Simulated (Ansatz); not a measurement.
AlGaAs₂ in space group R3m (No. 160; Al on 3a, Ga on 3a, As on 3a, As on 3a), PBE in the plane-wave PAW code Ansatz, all energies at zero smearing, with the estimated change up to a 700 eV cutoff added, with one set of potentials and settings (totals compare only within such a set). Cell of 4 atoms (1 Al, 1 Ga, 2 As): -14034.466 eV.

| element | reference phase | E (eV/atom) |
|---|---|---|
| Al | Fm-3m, 1 atoms in the cell | -537.5049 |
| Ga | Cmce, 4 atoms in the cell | -3783.0209 |
| As | R-3m, 2 atoms in the cell | -4856.1377 |

Formation energy per atom, worked out: (-14034.466 − 1×(-537.5049) − 1×(-3783.0209) − 2×(-4856.1377))/4 = -0.416 eV/atom (-40 kJ per mol of atoms), at 0 K, without zero-point energy or fitted corrections.

The workflow started from a Materials Project entry (that database holds measured and hypothetical structures alike); the Crystallography Open Database copy checked does not list it. With Al and Ga taken as one species the cell has the higher symmetry F-43m, so it may be an ordered model of a mixed-site phase. Its standing as an ambient phase is unchecked. The PBE relaxation kept the symmetry of its start; whether a distortion lowers the energy is not shown. The references are the lowest solids computed at this level, not always the standard phases.

Potentials: the later of the program's two PAW sets.
